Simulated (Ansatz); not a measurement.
GeMo3:
```cif
data_Ge2Mo6
_chemical_formula_sum 'Ge2 Mo6'
_space_group_name_H-M_alt 'Pm-3n'
_space_group_IT_number 223
_space_group_name_Hall '-P 4n 2 3'
_cell_length_a 4.90617
_cell_length_b 4.90617
_cell_length_c 4.90617
_cell_angle_alpha 90.000
_cell_angle_beta 90.000
_cell_angle_gamma 90.000
loop_
_atom_site_label
_atom_site_type_symbol
_atom_site_symmetry_multiplicity
_atom_site_Wyckoff_symbol
_atom_site_fract_x
_atom_site_fract_y
_atom_site_fract_z
_atom_site_occupancy
Ge1 Ge 2 a 0.00000 0.00000 0.00000 1
Mo1 Mo 6 c 0.00000 0.50000 0.25000 1
```

Relaxed with PBEsol.

Which orbitals make up the states near the Fermi level in DFT-PBEsol in the program Ansatz with PAW potentials?

Within 0.5 eV of the Fermi level: Mo 4d 89 %, Ge 4p 6 %. Projections are on Löwdin-orthogonalised atomic valence shells; empty p or d shells of many metals are not among them.

Tabulate the density of states.

States/eV per cell of 8 atoms, in 0.25 eV bins, energy from the Fermi level.

```tsv
E (eV)	total	Mo 4d	Ge 4p	Mo 5s
-7.85	0.00	0.00	0.00	0.00
-7.60	0.00	0.00	0.00	0.00
-7.35	0.00	0.00	0.00	0.00
-7.10	0.00	0.00	0.00	0.00
-6.85	0.00	0.00	0.00	0.00
-6.60	0.02	0.01	0.01	0.00
-6.35	0.77	0.27	0.28	0.18
-6.10	4.44	1.95	1.34	0.88
-5.85	5.70	2.16	1.88	1.28
-5.60	3.23	1.23	1.14	0.69
-5.35	3.09	1.78	0.91	0.32
-5.10	7.79	4.90	2.14	0.55
-4.85	7.48	4.82	2.05	0.44
-4.60	8.73	6.16	2.00	0.39
-4.35	5.83	4.23	1.26	0.21
-4.10	5.70	4.12	1.24	0.19
-3.85	6.82	5.76	0.65	0.26
-3.60	11.27	9.60	0.94	0.42
-3.35	10.56	8.73	1.02	0.44
-3.10	6.90	5.87	0.61	0.20
-2.85	7.09	6.22	0.51	0.17
-2.60	3.94	3.44	0.21	0.17
-2.35	4.26	3.74	0.24	0.12
-2.10	10.75	9.47	0.71	0.16
-1.85	9.07	7.92	0.58	0.24
-1.60	11.73	10.04	0.75	0.48
-1.35	9.11	7.51	0.74	0.42
-1.10	2.18	1.95	0.12	0.03
-0.85	2.66	2.42	0.12	0.02
-0.60	3.38	3.02	0.21	0.03
-0.35	3.95	3.51	0.26	0.05
-0.10	3.81	3.37	0.24	0.07
0.15	3.93	3.49	0.22	0.08
0.40	4.41	3.92	0.23	0.11
0.65	4.89	4.34	0.24	0.12
0.90	6.86	6.12	0.35	0.12
1.15	8.54	7.71	0.40	0.12
1.40	7.73	6.95	0.34	0.15
1.65	10.11	8.88	0.48	0.28
1.90	10.14	8.45	0.54	0.46
2.15	8.62	7.18	0.43	0.38
2.40	11.32	9.79	0.41	0.31
2.65	9.01	7.38	0.48	0.36
```

The first step of the workflow began from a Materials Project structure, measured or hypothetical; the Crystallography Open Database copy checked does not list it. Whether it is the stable phase at ambient conditions was not checked. The PBEsol relaxation kept the symmetry of its start; whether a distortion lowers the energy is not shown. The run is not spin-polarised. Scalar-relativistic: spin–orbit coupling is off unless named, which matters more the heavier the elements.

Potentials: the later of the program's two PAW sets.
